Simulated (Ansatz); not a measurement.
input.yaml

```yaml
crystal:
  lattice:
    - [0.0, 3.5626648874, 3.5626648874]
    - [3.5626648874, 0.0, 3.5626648874]
    - [3.5626648874, 3.5626648874, 0.0]
  atoms:
    - { symbol: Ca, position: [0.0, 0.0, 0.0] }
    - { symbol: Ca, position: [0.25, 0.25, 0.25] }
    - { symbol: Ni, position: [0.625, 0.625, 0.625], spin: 2.0 }
    - { symbol: Ni, position: [0.125, 0.625, 0.625], spin: 2.0 }
    - { symbol: Ni, position: [0.625, 0.125, 0.625], spin: 2.0 }
    - { symbol: Ni, position: [0.625, 0.625, 0.125], spin: 2.0 }
basis:
  ecutwfc: 500
kpoints:
  mp_grid: { grid: [4, 4, 4] }
hamiltonian:
  xc: r2scan
scf:
  occupations: { method: gaussian, width: 0.1 }
  lower_state_search: "off"
output:
  forces: true
  stress: true
  eigenvalues: true
  populations: true
magnetization:
  spin_polarized: true
```

Command:
```bash
ansatz run input.yaml --threads 2 --pin off --max-ram 5120MiB --backend cpu --events-out ev --progress --plain --runs-dir out
```

Method: DFT r2SCAN, scalar-relativistic, plane waves, PAW in Ansatz.

From the run's log, abridged (iterations and final results):

```
SCF iter   1: F=-27009.672934 eV  HF=-27023.307663 eV  |F-HF|=1.36e1  |Δ(HF+E_count)|=         —  Δρ=1.21e-1 (↑1.21e-1 ↓4.16e-2) dr2=1.51e1  dr2_τ=6.67e-2  dr2_m=2.36e0  M=4.479 μB ∫|m|=5.877 μB  β_m=0.30  ethr=3.10e-3  ⟨swp⟩=8.6  Hψ=4440  notcnv=0  defer=5
spin=Collinear: Kerker preconditioning applied to the charge; magnetization (m = ρ↑ − ρ↓) channel mixes plain (no charge-response kernel on spin).
SCF iter   2: F=-27019.152985 eV  HF=-27023.350129 eV  |F-HF|=4.20e0  |Δ(HF+E_count)|=   4.25e-2  Δρ=1.77e-1 (↑6.96e-2 ↓1.77e-1) dr2=7.64e0  dr2_τ=9.21e-2  dr2_m=1.22e1  M=1.619 μB ∫|m|=3.743 μB  β_m=0.30  ethr=3.10e-3  ⟨swp⟩=2.9  Hψ=1972  notcnv=0  defer=95  κ⁻¹=1.0e0(r=1)
SCF iter   3: F=-27024.606517 eV  HF=-27022.591778 eV  |F-HF|=2.01e0  |Δ(HF+E_count)|=   7.58e-1  Δρ=1.21e-1 (↑9.79e-2 ↓1.21e-1) dr2=4.65e-1  dr2_τ=3.58e-2  dr2_m=9.88e0  M=1.999 μB ∫|m|=4.448 μB  β_m=0.41  ethr=3.10e-3  ⟨swp⟩=2.2  Hψ=1597  notcnv=0  defer=96
Mixer restart at iter 3: flushing history
spin-set hold released at iteration 3 (the charge has settled, or the pull on large starting moments outlasts its swing): the magnetisation degrees of freedom join the quasi-Newton model from the next iteration; the mixer history was flushed
SCF iter   4: F=-27024.917146 eV  HF=-27023.760949 eV  |F-HF|=1.16e0  |Δ(HF+E_count)|=    1.17e0  Δρ=8.17e-2 (↑6.49e-2 ↓8.17e-2) dr2=3.16e-1  dr2_τ=1.74e-2  dr2_m=4.41e0  M=1.698 μB ∫|m|=4.182 μB  β_m=0.63  ethr=5.05e-4  ⟨swp⟩=2.9  Hψ=1774  notcnv=0  defer=94  κ⁻¹=1.0e0(r=1)
SCF iter   5: F=-27025.150265 eV  HF=-27024.609501 eV  |F-HF|=5.41e-1  |Δ(HF+E_count)|=   8.49e-1  Δρ=5.17e-3 (↑5.17e-3 ↓4.53e-3) dr2=1.02e-1  dr2_τ=5.30e-4  dr2_m=7.45e-3  M=1.469 μB ∫|m|=3.382 μB  β_m=0.59  ethr=3.44e-4  ⟨swp⟩=2.8  Hψ=1675  notcnv=0  defer=95  κ⁻¹=2.1e-3(r=2)
SCF iter   6: F=-27025.137930 eV  HF=-27025.025664 eV  |F-HF|=1.12e-1  |Δ(HF+E_count)|=   4.16e-1  Δρ=1.15e-2 (↑3.05e-3 ↓1.15e-2) dr2=1.75e-1  dr2_τ=3.43e-4  dr2_m=3.32e-2  M=1.466 μB ∫|m|=3.025 μB  β_m=0.53  ethr=1.11e-4  ⟨swp⟩=2.0  Hψ=1863  notcnv=0  defer=94  κ⁻¹=1.7e-3(r=3)
SCF iter   7: F=-27025.071363 eV  HF=-27024.872000 eV  |F-HF|=1.99e-1  |Δ(HF+E_count)|=   1.54e-1  Δρ=1.37e-2 (↑3.18e-3 ↓1.37e-2) dr2=2.59e-1  dr2_τ=4.36e-4  dr2_m=3.94e-2  M=1.468 μB ∫|m|=3.230 μB  β_m=1.20  ethr=1.11e-4  ⟨swp⟩=1.5  Hψ=1147  notcnv=0  defer=94  κ⁻¹=4.5e-4(r=4)
SCF iter   8: F=-27025.286447 eV  HF=-27025.229633 eV  |F-HF|=5.68e-2  |Δ(HF+E_count)|=   3.58e-1  Δρ=1.38e-2 (↑1.38e-2 ↓5.67e-3) dr2=5.13e-2  dr2_τ=5.99e-4  dr2_m=6.82e-2  M=1.018 μB ∫|m|=1.520 μB  β_m=1.20  ethr=1.11e-4  ⟨swp⟩=2.5  Hψ=1896  notcnv=0  defer=94  κ⁻¹=2.8e-5(r=5)
SCF iter   9: F=-27025.286984 eV  HF=-27025.231882 eV  |F-HF|=5.51e-2  |Δ(HF+E_count)|=   2.25e-3  Δρ=1.43e-2 (↑1.43e-2 ↓5.81e-3) dr2=6.03e-2  dr2_τ=6.17e-4  dr2_m=7.14e-2  M=0.804 μB ∫|m|=1.234 μB  β_m=1.20  ethr=5.58e-5  ⟨swp⟩=1.0  Hψ=1168  notcnv=0  defer=102  κ⁻¹=2.2e-5(r=6)
SCF iter  10: F=-27025.297412 eV  HF=-27025.259518 eV  |F-HF|=3.79e-2  |Δ(HF+E_count)|=   2.76e-2  Δρ=1.23e-2 (↑1.23e-2 ↓5.16e-3) dr2=4.58e-2  dr2_τ=4.53e-4  dr2_m=5.29e-2  M=0.640 μB ∫|m|=1.050 μB  β_m=1.20  ethr=5.58e-5  ⟨swp⟩=1.0  Hψ=922  notcnv=0  defer=102  κ⁻¹=9.1e-6(r=7)
   ...
SCF iter  17: F=-27025.335698 eV  HF=-27025.335616 eV  |F-HF|=8.19e-5  |Δ(HF+E_count)|=   7.16e-5  Δρ=6.72e-4 (↑4.73e-4 ↓6.72e-4) dr2=2.99e-5  dr2_τ=1.81e-6  dr2_m=2.70e-4  M=0.021 μB ∫|m|=0.033 μB  β_m=1.20  ethr=3.96e-8  ⟨swp⟩=2.0  Hψ=1581  notcnv=0  defer=102  κ⁻¹=8.1e-6(r=8)
SCF iter  18: F=-27025.335736 eV  HF=-27025.335729 eV  |F-HF|=6.38e-6  |Δ(HF+E_count)|=   1.13e-4  Δρ=1.34e-4 (↑6.41e-5 ↓1.34e-4) dr2=4.77e-6  dr2_τ=7.53e-8  dr2_m=7.59e-6  M=0.012 μB ∫|m|=0.016 μB  β_m=1.20  ethr=3.25e-8  ⟨swp⟩=2.1  Hψ=1577  notcnv=0  defer=102  κ⁻¹=1.4e-6(r=8)
SCF iter  19: F=-27025.335743 eV  HF=-27025.335733 eV  |F-HF|=1.02e-5  |Δ(HF+E_count)|=   3.15e-6  Δρ=4.81e-5 (↑2.01e-5 ↓4.81e-5) dr2=1.25e-6  dr2_τ=1.47e-8  dr2_m=5.59e-7  M=0.009 μB ∫|m|=0.012 μB  β_m=1.20  ethr=5.19e-9  ⟨swp⟩=2.0  Hψ=1572  notcnv=0  defer=102  κ⁻¹=6.4e-7(r=8)
SCF iter  20: F=-27025.335744 eV  HF=-27025.335738 eV  |F-HF|=5.24e-6  |Δ(HF+E_count)|=   5.82e-6  Δρ=4.45e-5 (↑4.45e-5 ↓1.31e-5) dr2=6.23e-7  dr2_τ=4.35e-9  dr2_m=6.08e-7  M=0.008 μB ∫|m|=0.013 μB  β_m=1.20  ethr=1.36e-9  ⟨swp⟩=2.0  Hψ=1581  notcnv=0  defer=102  κ⁻¹=7.3e-7(r=8)
SCF iter  21: F=-27025.335745 eV  HF=-27025.335742 eV  |F-HF|=3.86e-6  |Δ(HF+E_count)|=   3.17e-6  Δρ=2.32e-5 (↑2.32e-5 ↓1.80e-5) dr2=2.19e-8  dr2_τ=1.62e-9  dr2_m=3.39e-7  M=0.007 μB ∫|m|=0.011 μB  β_m=1.20  ethr=1.09e-10  ⟨swp⟩=9.5  Hψ=4829  notcnv=0  κ⁻¹=2.8e-7(r=8)
SCF iter  22: F=-27025.335747 eV  HF=-27025.335745 eV  |F-HF|=2.14e-6  |Δ(HF+E_count)|=   3.26e-6  Δρ=1.57e-5 (↑1.57e-5 ↓1.22e-5) dr2=1.04e-8  dr2_τ=6.89e-10  dr2_m=1.55e-7  M=0.005 μB ∫|m|=0.008 μB  β_m=1.20  ethr=2.38e-11  ⟨swp⟩=5.2  Hψ=3801  notcnv=0  κ⁻¹=2.4e-7(r=8)
SCF iter  23: F=-27025.335748 eV  HF=-27025.335747 eV  |F-HF|=8.37e-7  |Δ(HF+E_count)|=   2.46e-6  Δρ=1.14e-5 (↑1.14e-5 ↓5.20e-6) dr2=3.26e-8  dr2_τ=2.64e-10  dr2_m=5.01e-8  M=0.003 μB ∫|m|=0.005 μB  β_m=1.20  ethr=1.13e-11  ⟨swp⟩=5.2  Hψ=3807  notcnv=0  κ⁻¹=1.2e-6(r=8)
SCF iter  24: F=-27025.335749 eV  HF=-27025.335748 eV  |F-HF|=2.28e-7  |Δ(HF+E_count)|=   1.17e-6  Δρ=4.52e-6 (↑4.52e-6 ↓2.78e-6) dr2=3.14e-9  dr2_τ=8.15e-11  dr2_m=9.44e-9  M=0.002 μB ∫|m|=0.002 μB  β_m=1.20  ethr=1.13e-11  ⟨swp⟩=5.2  Hψ=3766  notcnv=0  κ⁻¹=4.1e-7(r=8)
SCF iter  25: F=-27025.335749 eV  HF=-27025.335749 eV  |F-HF|=3.15e-8  |Δ(HF+E_count)|=   3.69e-7  Δρ=1.26e-6 (↑1.23e-6 ↓1.26e-6) dr2=9.37e-10  dr2_τ=2.70e-11  dr2_m=8.90e-10  M=0.001 μB ∫|m|=0.001 μB  β_m=1.20  ethr=3.42e-12  ⟨swp⟩=4.6  Hψ=3473  notcnv=0  κ⁻¹=4.9e-7(r=8)
SCF iter  26: F=-27025.335749 eV  HF=-27025.335749 eV  |F-HF|=4.90e-9  |Δ(HF+E_count)|=   5.42e-8  Δρ=6.32e-7 (↑6.32e-7 ↓6.10e-7) dr2=4.51e-10  dr2_τ=8.62e-12  dr2_m=5.06e-11  M=0.000 μB ∫|m|=0.000 μB  ethr=1.02e-12  ⟨swp⟩=1.8  Hψ=3451  notcnv=0
WARN: the starting moments were not kept: the SCF closed with an absolute magnetisation of 1.1e-4 μB, where they sum to 8 μB in size (4 sites). That is at most 0.1 of that sum. Measured as dr2_m measures the in/out step, that magnetisation stands 3.4e-9 eV from none, at or under the dr2_threshold of 1.0e-7 eV: it is no larger than a step whose dr2_m would equal this threshold. The system may hold no moment; this SCF shows only that its start led to no more than that. To try another start: raise the starting moments (crystal.atoms[].spin, magnetization.per_species, magnetization.initial_magnetization, or on a non-collinear deck that types none of these the spinor_matrix: blocks that start its ...
SCF 1 converged in 26 iterations: F = -27025.335749 eV  dr2 = 4.51e-10
this state was not tested for a lower state beside it, because the mixer in use, unlike msr1, does not test its closes by its own steps (another_mixer; see scf.mixing.algorithm and scf.lower_state_search)
SCF converged after 26 iterations
Magnetization: 0.0001 μB (46.0000 up, 46.0000 down)
Absolute magnetization: 0.0001 μB (∫|ρ↑−ρ↓|, with the PAW one-centre terms)
Spin contamination: 0.0000 ħ² per cell (⟨S²⟩ above its minimum at these occupations)
Per-site moments (μB) at R_I (Å): [(3.40872184e-6, 1.21852733), (3.40872184e-6, 1.21852733), (1.53176214e-5, 1.03916360), (1.53176214e-5, 1.03916360), (1.53176214e-5, 1.03916360), (1.53176214e-5, 1.03916360)]
Free energy (F): -27025.335749 eV
Harris-Foulkes:  -27025.335749 eV  (|F-HF|=4.90e-9)
Internal energy: -27025.319204 eV  (E = F + TS)
E sigma→0 (E₀):  -27025.327477 eV
Entropy (-TS):   -0.016545 eV (-2.757 meV/atom)
Fermi energy:    13.527970 eV
--- Per-component energies (eV) ---
  E_band       = -1695.564752
  E_kinetic    = 1697.904880
  E_local      = -18504.947123  (includes V_loc(G=0)·N_el)
  E_nonlocal   = 2694.679139
  E_hartree    = 7799.375209
  E_xc         = -588.831540
  E_vxc        = -856.857297  (∫ρ·V_xc dr)
  E_paw        = -8313.948730  (= ΣΔE_a)
  E_vpaw       = -2383.747529  (= ΣTr[D̂ρ^β])
  E_aug_tail   = 0.000908  (compensation charges beyond the density's cutoff)
  E_vtau       = 58.650006  (kinetic-family band-sum trace: ∫τ·v_τ [+ j·A + Jᵃ·Aᵃ] dr)
  E_ewald      = -11807.910343
  E_core_change = -1.641605  (= ΣΔE_core)
  E_smearing   = -0.016545  (= −TS)
--- Forces (eV/Å), atoms counted from 1 ---
  atom   1  Ca     0.00000000     0.00000000     0.00000000
  atom   2  Ca     0.00000000     0.00000000     0.00000000
  atom   3  Ni     0.00000000     0.00000000     0.00000000
  atom   4  Ni     0.00000000     0.00000000     0.00000000
  atom   5  Ni     0.00000000     0.00000000     0.00000000
  atom   6  Ni     0.00000000     0.00000000     0.00000000
--- Stress (GPa, compression-positive) ---
       -0.648794       0.000000       0.000000
        0.000000      -0.648794       0.000000
        0.000000       0.000000      -0.648794
  P = ⅓ Tr σ = -0.6488 GPa (-6.488 kbar)
--- Band table (eV; the first three rows and the last of 16) ---
  k-point 0 ↑: bands = ["-92.8852", "-92.8653", "-92.8653", "-92.8653", "-51.9863", "-51.8614", "-51.8614", "-51.8614", "-51.7729", "-51.7729", "-51.7454", "-51.7454", "-51.7454", "-51.7148", "-51.7148", "-51.7148", "-28.5596", "-28.3929", "-8.8871", "-8.8871", "-8.8871", "-8.5521", "-8.5521", "-8.5521", "6.2289", "9.9940", "10.3166", "10.3166", "10.3166", "11.1511", "11.1511", "11.1511", "11.2152", "11.2152", "12.6818", "12.6818", "12.6818", "12.7077", "12.7077", "12.7077", "12.7624", "12.7624", "13.7013", "13.7013", "13.7013", "14.0908", "14.0908", "14.1322", "14.1322", "14.1322", "14.3443", "16.5186", "16.5186", "16.5186", "20.0654", "20.0654", "21.5217", "21.5217", "21.5217", "21.8310"]
  k-point 1 ↑: bands = ["-92.8832", "-92.8674", "-92.8653", "-92.8653", "-51.9715", "-51.8672", "-51.8574", "-51.8574", "-51.7693", "-51.7693", "-51.7548", "-51.7463", "-51.7463", "-51.7216", "-51.7216", "-51.7148", "-28.5419", "-28.4104", "-8.9105", "-8.9105", "-8.8973", "-8.5541", "-8.5283", "-8.5283", "6.8530", "10.0619", "10.4097", "10.4154", "10.4154", "10.9369", "11.2437", "11.2437", "11.3524", "11.3524", "12.1987", "12.3244", "12.3244", "12.4040", "12.4040", "12.5117", "12.6906", "12.7277", "12.7277", "13.0087", "13.0087", "13.7012", "14.3191", "14.7493", "14.7493", "14.9595", "14.9595", "16.4781", "16.4781", "17.5744", "19.8180", "19.8180", "20.4114", "21.3036", "21.3036", "21.9080"] ...
  k-point 2 ↑: bands = ["-92.8803", "-92.8703", "-92.8653", "-92.8653", "-51.9526", "-51.8768", "-51.8534", "-51.8534", "-51.7644", "-51.7629", "-51.7629", "-51.7490", "-51.7490", "-51.7295", "-51.7295", "-51.7148", "-28.5174", "-28.4348", "-8.9310", "-8.9310", "-8.9166", "-8.5461", "-8.5073", "-8.5073", "7.9874", "9.3545", "10.5406", "10.5406", "10.5778", "10.8514", "11.4234", "11.4234", "11.5605", "11.6069", "11.7268", "11.7268", "11.7609", "11.7609", "11.9444", "11.9444", "12.6735", "12.7008", "12.7008", "12.8616", "12.8616", "13.7012", "14.6752", "15.3173", "15.3173", "15.3883", "15.3883", "16.4222", "16.4222", "17.2434", "19.4576", "19.4576", "20.0448", "20.4830", "20.4830", "22.4998"]
  k-point 7 ↓: bands = ["-92.8752", "-92.8752", "-92.8652", "-92.8652", "-51.9163", "-51.9163", "-51.8453", "-51.8453", "-51.7677", "-51.7677", "-51.7541", "-51.7541", "-51.7379", "-51.7379", "-51.7277", "-51.7277", "-28.4760", "-28.4760", "-8.9868", "-8.9868", "-8.7254", "-8.7254", "-8.4605", "-8.4605", "9.0055", "9.0055", "10.6390", "10.6390", "11.1137", "11.1137", "11.1658", "11.1658", "11.3126", "11.3126", "11.6225", "11.6225", "11.8609", "11.8609", "12.0429", "12.0429", "12.4750", "12.4750", "12.5024", "12.5024", "13.0133", "13.0133", "13.7450", "13.7450", "16.2374", "16.2374", "16.5499", "16.5499", "17.5992", "17.5992", "18.9144", "18.9144", "19.1274", "19.1274", "21.4221", "21.4221"]
--- Löwdin populations: 6 sites ---
  site symbol q [e]    m [muB]
     0     Ca      8.7153     0.0000
     1     Ca      8.7153     0.0000
     2     Ni     18.1921     0.0000
     3     Ni     18.1921     0.0000
     4     Ni     18.1921     0.0000
     5     Ni     18.1921     0.0000
  spilling = 0.019576 (of n_electrons = 92.000000)
```

Self-consistency was reached.

The run took 42 s on 2 threads of Intel(R) Xeon(R) Processor @ 2.50GHz (Skylake/Cascade Lake) (shared host), peak memory 0.72 GiB.

The k mesh is coarse.